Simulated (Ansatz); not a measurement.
Values for one crystal, relaxed and computed with the program Ansatz at the PBEsol level (PAW); other levels are named.

| Property | Result |
|---|---|
| Volume per atom | 10.26 Å³ |
| Electronic character | metallic (no gap) |
| Debye temperature from the elastic constants | 564 K |
| Density of states at the Fermi level | 0.29 states/eV per atom (mean over ±0.08 eV) |
| Bulk modulus (Birch–Murnaghan fit) | 360 GPa |
| Pressure derivative B′ | 4.2 |
| Hill bulk and shear moduli | 360 and 217 GPa |

Task: Pick the material that matches.
A. BW, I4_1/amd (B on 8e, W on 8e)
B. La2WN4, I4/mmm (La on 4e, W on 2a, N on 4e, N on 4c)
C. BiB, P6_222 (B on 3c, Bi on 3d)
D. NaBPt3, P6/mmm (B on 2d, Pt on 6i, Na on 1a, Na on 1b)

Result: A, BW, I4_1/amd (B on 8e, W on 8e)

The first step of the workflow began from a Materials Project structure, measured or hypothetical; the Crystallography Open Database files this formula in space group No. 141, but the cells were not matched. Whether it is the stable phase at ambient conditions was not checked. Symmetry was held in the PBEsol relaxation; whether a distortion lowers the energy is not shown. No spin polarisation was allowed. As this level gives no gap, shear constants depend on the k-mesh and smearing (Fermi–Dirac, 0.1 eV here). Scalar-relativistic: spin–orbit coupling is off unless named, which matters more the heavier the elements.

Potentials: the later of the program's two PAW sets.
